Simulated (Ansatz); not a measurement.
Al₂Cu (Al2Cu type, space group I4/mcm)

```
Al2Cu
1.0
   -3.00310     3.00310     2.39527
    3.00310    -3.00310     2.39527
    3.00310     3.00310    -2.39527
Al Cu
4 2
Direct
  0.65900   0.15900   0.81801
  0.84100   0.65900   0.50000
  0.15900   0.34100   0.50000
  0.34100   0.84100   0.18199
  0.25000   0.25000   0.00000
  0.75000   0.75000   0.00000
```

E(V) scan at fixed shape, V₀ the volume above. The atoms relax within the cell's symmetry.

Method: r2SCAN (plane waves to 500 eV, PAW, scalar-relativistic; Ansatz, a first-principles code). k mesh 12×12×12 (Γ-centred), Fermi-Dirac smearing 0.05 eV. Compression counts positive. Al2Cu is run without spin polarisation. Al2Cu was relaxed with its symmetry unable to fall. The PAW data are Ansatz's earlier set.

At one point of the scan the stress tensor (GPa) is:

```
   29.2      0.0      0.0
    0.0     29.2      0.0
    0.0      0.0     29.1
```

Problem. Which point is it?
A. V/V₀ = 0.947
B. V/V₀ = 0.893
C. V/V₀ = 0.840
D. V/V₀ = 0.867

Solution. C, V/V₀ = 0.840

(Under strain, the slope of the energy per volume gives the stress and its curvature an elastic modulus.)
